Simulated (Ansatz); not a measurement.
Starting cell, Ti (hcp, Mg type):

```
CELL_PARAMETERS angstrom
      2.93627     0.00000     0.00000
     -1.46813     2.54288     0.00000
      0.00000     0.00000     4.63716
ATOMIC_POSITIONS crystal
  Ti 0.33333 0.66667 0.75000
  Ti 0.66667 0.33333 0.25000
```

Scan: atom 2 (Ti, nearest neighbour Ti at 2.872 Å; its periodic images, 2.9 Å or more away, move with it) is displaced along Cartesian [110], direction (0.707, 0.707, 0.000) in Cartesian axes, by s. The other atoms stay.

Computed with r2SCAN (plane waves to 500 eV, PAW, scalar-relativistic; Ansatz, a program for electronic structure). k mesh 15×15×8 (Γ-centred), Fermi-Dirac smearing 0.05 eV. Stress and pressure are positive under compression. With partly filled bands, energies and forces of such displacements shift with the k mesh and the smearing. F∥ is the force on the atom along that direction. F⊥ is the part of the force across the line. The PAW data are Ansatz's earlier set. Ti is run without spin polarisation. Ti was relaxed with its symmetry unable to fall. 

| s (Å) | P (GPa) | F∥ (eV/Å) | |F⊥| (eV/Å) |
|---|---|---|---|
| -0.290 | -0.3 | 0.432 | … |
| -0.232 | -0.2 | 0.374 | … |
| -0.174 | -0.1 | 0.300 | … |
| -0.116 | 0.0 | 0.211 | 0.005 |
| -0.058 | 0.0 | … | 0.001 |
| 0.000 | 0.0 | 0.000 | 0.000 |
| 0.058 | 0.0 | -0.113 | 0.001 |
| 0.116 | 0.0 | … | 0.005 |
| 0.174 | -0.1 | -0.313 | 0.009 |
| 0.232 | -0.2 | -0.384 | … |
| 0.290 | -0.4 | -0.425 | … |

Problem. Some entries are withheld; supply them.

Solution. 
- -0.290, |F⊥| (eV/Å): 0.011
- -0.232, |F⊥| (eV/Å): 0.012
- -0.174, |F⊥| (eV/Å): 0.009
- -0.058, F∥ (eV/Å): 0.110
- 0.116, F∥ (eV/Å): -0.220
- 0.232, |F⊥| (eV/Å): 0.011
- 0.290, |F⊥| (eV/Å): 0.010

(A displaced cell: forces are minus the slopes of the energy, force constants its curvatures, and phonons follow from these.)
